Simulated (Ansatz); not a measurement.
## SiO2 with hydrogen replacing O: gradients before and after relaxing the atoms

Start: a supercell of SiO2 (quartz type, P3_221) built from a computed structure from the Materials Project (it need not be an observed phase), with all atoms left at the host's positions.

```
Si H O
1.0
    -7.37484    4.25786    5.43163
     7.37484   -4.25786    5.43163
     2.45828    4.25786   -5.43163
Si H O
12 1 23
Direct
  0.40107 0.16667 0.23440
  0.90107 0.66667 0.23440
  0.90107 0.16667 0.73440
  0.40107 0.66667 0.73440
  0.26560 0.26560 0.53120
  0.76560 0.76560 0.53120
  0.76560 0.26560 0.03120
  0.26560 0.76560 0.03120
  0.33333 0.56773 0.23440
  0.83333 0.06773 0.23440
  0.83333 0.56773 0.73440
  0.33333 0.06773 0.73440
  0.63963 0.34618 0.43799
  0.13963 0.84618 0.43799
  0.13963 0.34618 0.93799
  0.63963 0.84618 0.93799
  0.86831 0.73403 0.72118
  0.36831 0.23403 0.72118
  0.36831 0.73403 0.22118
  0.86831 0.23403 0.22118
  0.31379 0.24152 0.34083
  0.81379 0.74152 0.34083
  0.81379 0.24152 0.84083
  0.31379 0.74152 0.84083
  0.52704 0.59931 0.34083
  0.02704 0.09931 0.34083
  0.02704 0.59931 0.84083
  0.52704 0.09931 0.84083
  0.35287 0.48715 0.72118
  0.85287 0.98715 0.72118
  0.85287 0.48715 0.22118
  0.35287 0.98715 0.22118
  0.29836 0.59181 0.43799
  0.79836 0.09181 0.43799
  0.79836 0.59181 0.93799
  0.29836 0.09181 0.93799
```

Sites (sets of like atoms) are named by element and the number of their first atom in this list.

All values are calculated (Ansatz; DFT, PBE, plane waves and PAW, scalar-relativistic, 420 eV cutoff, Γ-centred 3×3×4 k-points, Fermi–Dirac smearing 0.01 eV, cell charge +1), not measured.

The largest force at the start is 3.0 eV/Å. Relaxing the ions at fixed cell moves them by 0.168 Å at most (atom 36, O) and 0.078 Å rms.

| site | atom | moved (Å) | first shell before | first shell after | V_zz before (10²¹ V/m²) | η before |
| --- | --- | --- | --- | --- | --- | --- |
| Si1 | 1 | 0.091 | 3 O at 1.61–1.62 Å, 1 H at 1.62 Å | 3 O at 1.58–1.60 Å | 4.83 | 0.33 |
| Si2 | 2 | 0.062 | 4 O at 1.61–1.62 Å | 4 O at 1.62–1.65 Å | 1.00 | 0.19 |
| Si6 | 6 | 0.074 | 4 O at 1.61–1.62 Å | 4 O at 1.61–1.64 Å | 0.95 | 0.18 |
| Si8 | 8 | 0.044 | 4 O at 1.61–1.62 Å | 4 O at 1.61–1.66 Å | 1.03 | 0.68 |
| Si9 | 9 | 0.053 | 4 O at 1.61–1.62 Å | 4 O at 1.62–1.63 Å | 0.79 | 0.57 |
| Si11 | 11 | 0.108 | 3 O at 1.61–1.62 Å, 1 H at 1.61 Å | 3 O at 1.60 Å | 4.59 | 0.15 |
| H | 13 | 0.132 | 2 Si at 1.61–1.62 Å, angle 143° | 2 Si at 1.65–1.70 Å, angle 148° | 1.85 | 0.12 |
| O17 | 17 | 0.046 | 2 Si at 1.61–1.62 Å, angle 143° | 2 Si at 1.60–1.64 Å, angle 149° | 8.96 | 0.62 |
| O21 | 21 | 0.127 | 2 Si at 1.61–1.62 Å, angle 143° | 2 Si at 1.59–1.66 Å, angle 139° | 9.71 | 0.19 |
| O32 | 32 | 0.059 | 2 Si at 1.61–1.62 Å, angle 143° | 2 Si at 1.60–1.66 Å, angle 140° | 10.00 | 0.03 |
| O35 | 35 | 0.068 | 2 Si at 1.61–1.62 Å, angle 143° | 2 Si at 1.60–1.65 Å, angle 140° | 10.25 | 0.08 |
| O36 | 36 | 0.168 | 2 Si at 1.61–1.62 Å, angle 143° | 2 Si at 1.58–1.65 Å, angle 153° | 9.09 | 0.56 |

Problem. What are V_zz and η after the relaxation?

Solution. 

```tsv
site	atom	V_zz after	η after	change of V_zz
Si1	1	6.95	0.26	+2.12
Si2	2	1.32	0.53	+0.32
Si6	6	1.84	0.37	+0.89
Si8	8	1.88	0.96	+0.85
Si9	9	0.68	0.73	-0.11
Si11	11	5.86	0.23	+1.27
H	13	1.54	0.10	-0.31
O17	17	9.48	0.42	+0.52
O21	21	9.30	0.09	-0.41
O32	32	9.53	0.10	-0.47
O35	35	9.46	0.24	-0.79
O36	36	9.80	0.31	+0.71
```

The largest change of V_zz is on Si1, from 4.83 to 6.95. In per cent, |V_zz| changes by -14 to +95 on Si, -17 on H, -8 to +8 on O (all sites that start above 0.5). Where |V_zz| stays above 0.1 and the axes keep their order, η moves most on Si2, from 0.19 to 0.53. On O21, Si6 V_xx and V_yy change places (or their axes turn by over 50°), so the two values of η hide a larger change. The table leaves out 24 of the 36 sites, with |V_zz| up to 10.42; their tensors move by 1.82 at most along any direction. The statements above cover all sites. The host's own positions weren't relaxed first, so part of the change far from the defect can be the host's relaxation.

The defect repeats with the cell of 36 atoms, so it feels its images: sites between two images don't show the values beside a lone defect, and zeros or small values of η there can come from the images' arrangement. O and Si carry a gradient in the pure host already, so the values there aren't the defect's effect alone. A uniform background compensates the cell's charge.
Before: The cell keeps the host's lattice, where the PBE pressure is 5 GPa (in a charged cell this depends on the convention for the mean potential). The neighbours have not yet relaxed around the defect (largest force 3.0 eV/Å), so a real crystal will differ.
